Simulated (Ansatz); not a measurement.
InP (zinc blende)

```
InP
1.0
    0.00000     2.95366     2.95366
    2.95366     0.00000     2.95366
    2.95366     2.95366     0.00000
P In
1 1
Direct
  0.75000   0.75000   0.75000
  0.00000   0.00000   0.00000
```

Two coordinates are scanned: the volume, and the ratio of the stretch along z (the conventional c axis) to the stretch across it. Atoms keep their fractional coordinates.

Method: r2SCAN (plane waves to 500 eV, PAW, scalar-relativistic; Ansatz, a quantum-chemistry and plane-wave program). k mesh 10×10×10 (Γ-centred), Fermi-Dirac smearing 0.05 eV. Energies are smeared free energies. InP was relaxed with its symmetry unable to fall. The PAW data are Ansatz's earlier set.

Changes of ΔE (kJ/mol of atoms) from the point V/V₀ = 1.000, (c/a)/(c/a)₀ = 1.000 when one coordinate moves alone (two changes are said to add if the coupling is within 5 % of the smaller one, nearly so within 20 %):

```csv
point,change
"V/V₀ = 1.000, (c/a)/(c/a)₀ = 0.960",0.363
"V/V₀ = 1.000, (c/a)/(c/a)₀ = 0.980",0.091
"V/V₀ = 0.960, (c/a)/(c/a)₀ = 1.000",0.920
"V/V₀ = 0.980, (c/a)/(c/a)₀ = 1.000",0.223
"V/V₀ = 1.020, (c/a)/(c/a)₀ = 1.000",0.202
"V/V₀ = 1.040, (c/a)/(c/a)₀ = 1.000",0.783
"V/V₀ = 1.000, (c/a)/(c/a)₀ = 1.020",0.093
"V/V₀ = 1.000, (c/a)/(c/a)₀ = 1.040",0.373
```

Question: Do the two effects add at V/V₀ = 0.980, (c/a)/(c/a)₀ = 0.960? Give the computed change.

Answer: The sum of the single changes is 0.223 + (0.363) = 0.586; the calculation gives 0.572, so the coupling contributes -0.014 (under 20 % of the smaller single change, nearly additive).

Question: Do the two effects add at V/V₀ = 1.040, (c/a)/(c/a)₀ = 1.040? Give the computed change.

Answer: The sum of the single changes is 0.783 + (0.373) = 1.156; the calculation gives 1.176, so the coupling contributes 0.020 (under 20 % of the smaller single change, nearly additive).

(Under strain, the slope of the energy per volume gives the stress and its curvature an elastic modulus.)
